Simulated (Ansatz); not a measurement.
Relaxed-ion elastic tensor of BeS (CsCl type, Pm-3m) in GPa (Voigt order), the program Ansatz at the PBE level (PAW); density 2.72 g/cm³, 12.52 Å³ per atom.

```
  115   67.8   67.8    0.0    0.0    0.0
 67.8    115   67.8    0.0    0.0    0.0
 67.8   67.8    115    0.0    0.0    0.0
  0.0    0.0    0.0  -37.5    0.0    0.0
  0.0    0.0    0.0    0.0  -37.5    0.0
  0.0    0.0    0.0    0.0    0.0  -37.5
```

**Question.** Is the crystal mechanically stable?

**Answer.** No: the smallest eigenvalue of C is -37.5 GPa.

The cell is a constructed one: a structure type filled with these elements; neither database checked (COD, Materials Project) lists it. COD files the formula under space group No. 216, so this cell is another polymorph or a model. Whether it is the stable phase at ambient conditions was not checked. The cell was relaxed with PBE under the symmetry of its start. At this level the phase is dynamically unstable (imaginary phonons). As this level gives no gap, shear constants depend on the k-mesh and smearing (Fermi–Dirac, 0.1 eV here).

Potentials: the later of the program's two PAW sets.
